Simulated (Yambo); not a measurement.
G0W0@LDA for RbBH4 (space group F-43m, No. 216) in Yambo. Reference settings: 4×4×4 Γ-centred k mesh, 143 bands and a 8 Ry block in the screening, 143 bands in G with the Bruneval-Gonze terminator, plasmon pole fitted at 27.2 eV. The LDA gap Γ → X on this mesh is 5.63 eV; G0W0 gaps are taken between the same points.

The settings were changed. The gap went from 8.91 eV to 8.74 eV, and the shift of the valence edge from -2.09 eV to -1.62 eV.

### Question
Which change was made?
A) 27 bands in W, 27 bands in G, 6 Ry block
B) 2×2×2 mesh
C) 47 bands in W, 47 bands in G, no terminator
D) 27 bands in W, 27 bands in G, 5 Ry block

### Answer
C, 47 bands in W, 47 bands in G, no terminator. The others gave (gap, valence shift): 2×2×2 mesh: 8.85, -2.02 eV; 27 bands in W, 27 bands in G, 5 Ry block: 8.88, -1.65 eV; 27 bands in W, 27 bands in G, 6 Ry block: 8.90, -1.66 eV.

Geometry of the Materials Project entry, not relaxed at this level; primitive cell a = 4.8836 Å, b = 4.8836 Å, c = 4.8836 Å, α = 60.00°, β = 60.00°, γ = 60.00°.

The structure is a Materials Project entry; no match was found in the copy of COD used, and its stability was not checked.

A shift is the quasiparticle energy of the state minus its LDA energy.
